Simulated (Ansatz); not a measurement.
CdSe:
```
CdSe
1.0
    4.34018     0.00000     0.00000
   -2.17009     3.75870     0.00000
    0.00000     0.00000     7.07772
Cd Se
2 2
Cartesian
  2.17009   1.25290   0.00393
  0.00000   2.50580   3.54279
  2.17009   1.25290   4.42106
  0.00000   2.50580   0.88220
```

Cartesian axes are those of the cell as given.

Problem. Give the high-frequency dielectric tensor and the Born effective charge tensors of the independent atoms from DFPT, the program Ansatz at the r²SCAN level (PAW).

Solution. 
ε∞:
```
6.36  0.00  0.00
0.00  6.36  0.00
0.00  0.00  6.50
```
Z* of atom 1 (Cd), rows: field, columns: displacement, in e:
```
2.20  0.00  0.00
0.00  2.20  0.00
0.00  0.00  2.30
```
Z* of atom 3 (Se), rows: field, columns: displacement, in e:
```
-2.20   0.00   0.00
 0.00  -2.20   0.00
 0.00   0.00  -2.30
```

Static charges for comparison (Bader): Cd1 +0.83, Se3 -0.83 e. Born charges measure polarisation by displacement and can exceed these by far.

Space group P6_3mc (wurtzite). Symmetry was held in the r²SCAN relaxation; of distortions, only those at the zone centre were tested. Spin–orbit coupling is left out wherever it is not named.

Potentials: the later of the program's two PAW sets.
